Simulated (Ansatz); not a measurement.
Ti$_{3}$CuC$_{2}$:
```yaml
crystal:
  lattice:
    - [3.06182, 0.00000, 0.00000]
    - [-1.53091, 2.65161, 0.00000]
    - [0.00000, 0.00000, 17.98920]
  atoms:
    - { symbol: Ti, position: [0.66667, 0.33333, 0.36670] }
    - { symbol: Ti, position: [0.33333, 0.66667, 0.63330] }
    - { symbol: Ti, position: [0.33333, 0.66667, 0.86670] }
    - { symbol: Ti, position: [0.66667, 0.33333, 0.13330] }
    - { symbol: Ti, position: [0.00000, 0.00000, 0.50000] }
    - { symbol: Ti, position: [0.00000, 0.00000, 0.00000] }
    - { symbol: Cu, position: [0.00000, 0.00000, 0.75000] }
    - { symbol: Cu, position: [0.00000, 0.00000, 0.25000] }
    - { symbol: C, position: [0.33333, 0.66667, 0.42786] }
    - { symbol: C, position: [0.66667, 0.33333, 0.57214] }
    - { symbol: C, position: [0.66667, 0.33333, 0.92786] }
    - { symbol: C, position: [0.33333, 0.66667, 0.07214] }
```

Relaxed with PBE. Special points in fractions of this cell's reciprocal vectors: Γ (0.000, 0.000, 0.000); M (0.500, 0.000, 0.000); K (0.333, 0.333, 0.000); A (0.000, 0.000, 0.500); L (0.500, 0.000, 0.500); H (0.333, 0.333, 0.500).

Problem. List the band energies nearest the Fermi level at these points for plane-wave PAW PBE (Ansatz code).

Solution. In eV from the Fermi level; about four levels below and three above (degenerate sets whole), none deeper than 8.9 eV; points with the same levels are listed once.

```
k                          below                          above
-  -----------------------------  -----------------------------
Γ  -1.48 -1.48 -1.32 -1.32 -0.22  0.36 0.57 0.73 0.73 0.73 0.73
M        -1.02 -1.02 -0.26 -0.21                 0.10 0.10 1.63
K        -0.42 -0.36 -0.18 -0.18            1.05 1.05 1.12 1.12
A        -1.40 -1.40 -1.40 -1.40            0.05 0.05 0.73 0.73
L        -1.02 -1.02 -0.23 -0.23            0.10 0.10 1.73 1.73
H        -0.39 -0.39 -0.18 -0.18            1.05 1.05 1.12 1.12
```

Space group P6_3/mmc. The start of the workflow was typed in or built on a structure type; neither database checked (COD, Materials Project) lists it. Whether it is the stable phase at ambient conditions was not checked. The cell was relaxed with PBE under the symmetry of its start; its stability against distortions is not shown here. No spin polarisation was allowed.

Potentials: the earlier of the program's two PAW sets.
